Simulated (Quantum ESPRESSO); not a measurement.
SiAsO3F3, finding a planted mistake in a log

Simulated, not a measurement. The program is pw.x of Quantum ESPRESSO 7.5 (plane-wave density functional theory). The cell is made up: 8 atoms on a quartz lattice with one site empty, with randomly drawn elements, strain and displacements, not relaxed. PseudoDojo standard norm-conserving files (v0.5 for PBE, v0.4.1 for LDA and PBEsol) set the functional; there is no spin polarisation, spin-orbit coupling or dispersion term, and the masses in the input are unused placeholders.

Intended input:

```
&control calculation='scf', pseudo_dir='./dojo.nc.sr.pbe.v0_5.standard.upf', outdir='./o', disk_io='medium', tprnfor=.true., tstress=.true. /
&system ibrav=0, nat=8, ntyp=4, nbnd=35, ecutwfc=84.00895049, nosym=.true., tot_charge=0,
 occupations='smearing', smearing='fd', degauss=0.0018374661
/
&electrons conv_thr=7.350e-09, electron_maxstep=60, /
ATOMIC_SPECIES
As 1.0 As.upf
F 1.0 F.upf
O 1.0 O.upf
Si 1.0 Si.upf
CELL_PARAMETERS angstrom
5.1306 0.0153 0.0381
-2.5521 4.5022 0.0274
0.0421 0.0593 5.5705
ATOMIC_POSITIONS angstrom
Si -1.0619 2.0819 1.8295
As 1.2414 2.3631 0.1005
O 1.3837 1.2472 4.3345
O 3.3648 0.791 2.5672
O 2.9259 2.6219 0.6738
F 0.3441 1.9408 1.1279
F -1.0227 3.2449 3.0087
F 0.8781 3.9499 4.9543
K_POINTS automatic
5 5 4 1 1 1
```

The log is shortened where brackets say so; the opening notice, blank lines, dates and the lines on written files are dropped, and the path of the files is cut. It prints rydbergs, bohrs and kilobars, and counts compression as positive stress. Where no state is partly filled, the Fermi energy that it prints is only some level between the filled and the empty states on the mesh, and need not lie in the true gap.

Log of the intended run:

```
     Program PWSCF v.7.5
     Parallel version (MPI & OpenMP), running on       1 processor cores
     Number of MPI processes:                 1
     Threads/MPI process:                     1
     [start-up lines left out]
     bravais-lattice index     =            0
     lattice parameter (alat)  =       9.6957  a.u.
     unit-cell volume          =     869.6519 (a.u.)^3
     number of atoms/cell      =            8
     number of atomic types    =            4
     number of electrons       =        58.00
     number of Kohn-Sham states=           35
     kinetic-energy cutoff     =      84.0090  Ry
     charge density cutoff     =     336.0358  Ry
     scf convergence threshold =      7.3E-09
     mixing beta               =       0.7000
     number of iterations used =            8  plain     mixing
     Exchange-correlation= PBE
                           (   1   4   3   4   0   0   0)
     [axes and pseudopotential details left out]
   Cartesian axes
     site n.     atom                  positions (alat units)
         1        Si     tau(   1) = (  -0.2069672   0.4057680   0.3565746  )
         2        As     tau(   2) = (   0.2419523   0.4605747   0.0195877  )
         3        O      tau(   3) = (   0.2696869   0.2430827   0.8448059  )
         4        O      tau(   4) = (   0.6558087   0.1541681   0.5003543  )
         5        O      tau(   5) = (   0.5702659   0.5110155   0.1313255  )
         6        F      tau(   6) = (   0.0670660   0.3782672   0.2198308  )
         7        F      tau(   7) = (  -0.1993270   0.6324399   0.5864039  )
         8        F      tau(   8) = (   0.1711441   0.7698463   0.9656066  )
     number of k points=    50  Fermi-Dirac smearing, width (Ry)=  0.0018
                       cart. coord. in units 2pi/alat
        k(    1) = (   0.0986626   0.1692036   0.1125856), wk =   0.0400000
        k(    2) = (   0.0969594   0.1668365   0.3428886), wk =   0.0400000
     [further k points left out]
     Dense  grid:    90511 G-vectors     FFT dimensions: (  60,  60,  64)
     Estimated max dynamical RAM per process >     117.78 MB
     Initial potential from superposition of free atoms
     starting charge      57.9991, renormalised to      58.0000
     Starting wfcs are   37 randomized atomic wfcs
     total cpu time spent up to now is       18.7 secs
     per-process dynamical memory:    87.8 Mb
     Self-consistent Calculation
     iteration #  1     ecut=    84.01 Ry     beta= 0.70
     Davidson diagonalization with overlap
     ethr =  1.00E-02,  avg # of iterations =  3.0
     total cpu time spent up to now is       62.8 secs
     total energy              =    -465.93906366 Ry
     estimated scf accuracy    <       2.67490668 Ry
     iteration #  2     ecut=    84.01 Ry     beta= 0.70
     Davidson diagonalization with overlap
     ethr =  4.61E-03,  avg # of iterations =  4.0
     total cpu time spent up to now is      109.3 secs
     total energy              =    -464.47730719 Ry
     estimated scf accuracy    <      14.64340048 Ry
     [iterations 3 to 12 left out]
     iteration # 13     ecut=    84.01 Ry     beta= 0.70
     Davidson diagonalization with overlap
     ethr =  9.54E-11,  avg # of iterations =  2.3
     total cpu time spent up to now is      524.1 secs
     total energy              =    -467.25805472 Ry
     estimated scf accuracy    <       0.00000002 Ry
     iteration # 14     ecut=    84.01 Ry     beta= 0.70
     Davidson diagonalization with overlap
     ethr =  3.54E-11,  avg # of iterations =  2.0
     total cpu time spent up to now is      561.5 secs
     End of self-consistent calculation
     [lines on levels left out]
     the Fermi energy is     2.7541 ev
!    total energy              =    -467.25805472 Ry
     estimated scf accuracy    <          3.6E-09 Ry
     smearing contrib. (-TS)   =      -0.00000001 Ry
     internal energy E=F+TS    =    -467.25805472 Ry
     The total energy is F=E-TS. E is the sum of the following terms:
     one-electron contribution =    -352.62905461 Ry
     hartree contribution      =     199.66361152 Ry
     xc contribution           =    -108.90293284 Ry
     ewald contribution        =    -205.38967879 Ry
     convergence has been achieved in  14 iterations
     Forces acting on atoms (cartesian axes, Ry/au):
     atom    1 type  4   force =    -0.45478898   -0.06382735    0.28896763
     atom    2 type  1   force =     0.74109410    0.14644535   -0.89693119
     atom    3 type  3   force =    -0.03887257    0.11341787    0.15075655
     atom    4 type  3   force =     0.10268604    0.06488507   -0.09388981
     atom    5 type  3   force =     0.00801646    0.02627892    0.01093324
     atom    6 type  2   force =    -0.38301063   -0.24165749    0.57687413
     atom    7 type  2   force =     0.03175774   -0.03471130   -0.08940790
     atom    8 type  2   force =    -0.00688216   -0.01083107    0.05269735
     Total force =     1.510674     Total SCF correction =     0.000109
     Computing stress (Cartesian axis) and pressure
          total   stress  (Ry/bohr**3)                   (kbar)     P=       92.20
   0.00128872   0.00041967  -0.00175949          189.58       61.74     -258.83
   0.00041967  -0.00030502  -0.00086066           61.74      -44.87     -126.61
  -0.00175949  -0.00086066   0.00089663         -258.83     -126.61      131.90
     init_run     :     18.30s CPU     18.54s WALL (       1 calls)
     electrons    :    523.83s CPU    542.82s WALL (       1 calls)
     forces       :      7.33s CPU      7.40s WALL (       1 calls)
     stress       :     26.91s CPU     27.09s WALL (       1 calls)
     [timing details left out]
     PWSCF        :   9m36.71s CPU   9m56.57s WALL
     JOB DONE.
```

A second run was made from an input with one planted mistake. Its log:

```
     Program PWSCF v.7.5
     Parallel version (MPI & OpenMP), running on       1 processor cores
     Number of MPI processes:                 1
     Threads/MPI process:                     1
     [start-up lines left out]
     bravais-lattice index     =            0
     lattice parameter (alat)  =       9.6957  a.u.
     unit-cell volume          =     869.6519 (a.u.)^3
     number of atoms/cell      =            8
     number of atomic types    =            4
     number of electrons       =        57.00
     number of Kohn-Sham states=           35
     kinetic-energy cutoff     =      84.0090  Ry
     charge density cutoff     =     336.0358  Ry
     scf convergence threshold =      7.3E-09
     mixing beta               =       0.7000
     number of iterations used =            8  plain     mixing
     Exchange-correlation= PBE
                           (   1   4   3   4   0   0   0)
     [axes and pseudopotential details left out]
   Cartesian axes
     site n.     atom                  positions (alat units)
         1        Si     tau(   1) = (  -0.2069672   0.4057680   0.3565746  )
         2        As     tau(   2) = (   0.2419523   0.4605747   0.0195877  )
         3        O      tau(   3) = (   0.2696869   0.2430827   0.8448059  )
         4        O      tau(   4) = (   0.6558087   0.1541681   0.5003543  )
         5        O      tau(   5) = (   0.5702659   0.5110155   0.1313255  )
         6        F      tau(   6) = (   0.0670660   0.3782672   0.2198308  )
         7        F      tau(   7) = (  -0.1993270   0.6324399   0.5864039  )
         8        F      tau(   8) = (   0.1711441   0.7698463   0.9656066  )
     number of k points=    50  Fermi-Dirac smearing, width (Ry)=  0.0018
                       cart. coord. in units 2pi/alat
        k(    1) = (   0.0986626   0.1692036   0.1125856), wk =   0.0400000
        k(    2) = (   0.0969594   0.1668365   0.3428886), wk =   0.0400000
     [further k points left out]
     Dense  grid:    90511 G-vectors     FFT dimensions: (  60,  60,  64)
     Estimated max dynamical RAM per process >     117.78 MB
     Initial potential from superposition of free atoms
     starting charge      57.9991, renormalised to      57.0000
     Starting wfcs are   37 randomized atomic wfcs
     total cpu time spent up to now is        8.6 secs
     per-process dynamical memory:    87.8 Mb
     Self-consistent Calculation
     iteration #  1     ecut=    84.01 Ry     beta= 0.70
     Davidson diagonalization with overlap
     ethr =  1.00E-02,  avg # of iterations =  3.0
     total cpu time spent up to now is       31.5 secs
     total energy              =    -466.29461404 Ry
     estimated scf accuracy    <       2.32323742 Ry
     iteration #  2     ecut=    84.01 Ry     beta= 0.70
     Davidson diagonalization with overlap
     ethr =  4.08E-03,  avg # of iterations =  3.0
     total cpu time spent up to now is       56.8 secs
     total energy              =    -465.64704198 Ry
     estimated scf accuracy    <       8.61322480 Ry
     [iterations 3 to 13 left out]
     iteration # 14     ecut=    84.01 Ry     beta= 0.70
     Davidson diagonalization with overlap
     ethr =  5.71E-10,  avg # of iterations =  2.3
     total cpu time spent up to now is      267.5 secs
     total energy              =    -467.38229918 Ry
     estimated scf accuracy    <       0.00000003 Ry
     iteration # 15     ecut=    84.01 Ry     beta= 0.70
     Davidson diagonalization with overlap
     ethr =  5.91E-11,  avg # of iterations =  2.5
     total cpu time spent up to now is      284.2 secs
     End of self-consistent calculation
     [lines on levels left out]
     the Fermi energy is     1.0848 ev
!    total energy              =    -467.38229918 Ry
     estimated scf accuracy    <          3.2E-09 Ry
     smearing contrib. (-TS)   =      -0.00239269 Ry
     internal energy E=F+TS    =    -467.37990649 Ry
     The total energy is F=E-TS. E is the sum of the following terms:
     one-electron contribution =    -352.34269048 Ry
     hartree contribution      =     198.36240873 Ry
     xc contribution           =    -108.00994596 Ry
     ewald contribution        =    -205.38967879 Ry
     convergence has been achieved in  15 iterations
     Forces acting on atoms (cartesian axes, Ry/au):
     atom    1 type  4   force =    -0.40483257    0.04286519    0.25099399
     atom    2 type  1   force =     0.73478612    0.19973472   -0.85758601
     atom    3 type  3   force =    -0.02729953    0.07651584    0.10537580
     atom    4 type  3   force =     0.05719575    0.01750585   -0.04463090
     atom    5 type  3   force =    -0.00193269    0.00134558    0.01787883
     atom    6 type  2   force =    -0.38518076   -0.24686515    0.55983729
     atom    7 type  2   force =     0.02988378   -0.05659088   -0.09516008
     atom    8 type  2   force =    -0.00262009   -0.03451116    0.06329108
     Total force =     1.452123     Total SCF correction =     0.000130
     Computing stress (Cartesian axis) and pressure
          total   stress  (Ry/bohr**3)                   (kbar)     P=      -22.67
   0.00043845   0.00052769  -0.00178605           64.50       77.63     -262.74
   0.00052769  -0.00100003  -0.00080638           77.63     -147.11     -118.62
  -0.00178605  -0.00080638   0.00009919         -262.74     -118.62       14.59
     init_run     :      7.47s CPU      8.58s WALL (       1 calls)
     electrons    :    247.19s CPU    275.58s WALL (       1 calls)
     forces       :      3.20s CPU      3.23s WALL (       1 calls)
     stress       :     11.22s CPU     11.26s WALL (       1 calls)
     [timing details left out]
     PWSCF        :   4m29.19s CPU   4m58.95s WALL
     JOB DONE.
```

Question: what was wrong in the second input?

Answer: the cell has the wrong charge. The input lines that differ, file-writing options aside:

```
- &system ibrav=0, nat=8, ntyp=4, nbnd=35, ecutwfc=84.00895049, nosym=.true., tot_charge=0,
+ &system ibrav=0, nat=8, ntyp=4, nbnd=35, ecutwfc=84.00895049, nosym=.true., tot_charge=1,
```

```
                                            intended run  run with the mistake
                          free energy (eV)     -6357.370             -6359.060
                    smearing term -TS (eV)        0.0000               -0.0326
                            pressure (GPa)          9.22                 -2.27
            largest force component (eV/Å)        23.061                22.049
largest change of a force component (eV/Å)                               2.743
                                iterations            14                    15
```

For scale, a rerun of the intended cell at a cutoff of 1437 eV and k mesh 7 x 7 x 6 moved values by no more than 0.004 eV in energy, 0.02 GPa in stress and 0.002 eV/Å in force. The charged cell sits in a uniform background, so its energy and stress rest on the program's zero of potential.